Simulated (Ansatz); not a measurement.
**CaO (Fm-3m): energy against volume by PBE and RPA**

```yaml
crystal:
  lattice:
    - [0.00000, 2.40550, 2.40550]
    - [2.40550, 0.00000, 2.40550]
    - [2.40550, 2.40550, 0.00000]
  atoms:
    - { symbol: Ca, position: [0.00000, 0.00000, 0.00000] }
    - { symbol: O, position: [0.50000, 0.50000, 0.50000] }
```

RPA total energy on PBE orbitals, hard PAW set made for 700 eV (Ansatz); 4×4×4 mesh, wave cutoff 700 eV, correlation extrapolated to infinite response cutoff from cutoffs up to 450 eV, 16 electrons, all correlated, long-wavelength term: neglected.

A Birch-Murnaghan fit gives PBE: V0 = 14.10 Å³ an atom (lattice constants +0.4 % against the given cell), B0 = 105 GPa.

Q: What does RPA on these orbitals give?

A: RPA: V0 = 13.82 Å³ an atom (lattice constants -0.2 % against the given cell), B0 = 116 GPa. The RPA points scatter about the fit by some 0.4 meV, so its minimum and above all its modulus are rough. The points for the whole cell, counted from the given cell:

| V/V_given | V (Å³) | PBE (meV) | Hartree-Fock expression on these orbitals (meV) | RPA (meV) |
| --- | --- | --- | --- | --- |
| 0.92 | 25.61 | 91 | 131 | 63 |
| 0.96 | 26.72 | 26 | 43 | 12 |
| 1.00 | 27.84 | 0 | 0 | 0 |
| 1.04 | 28.95 | 5 | -6 | 20 |
| 1.08 | 30.07 | 35 | 19 | 64 |

This ran on a trial build of the method. The mesh is coarse, so these are values at the stated settings, not converged ones.
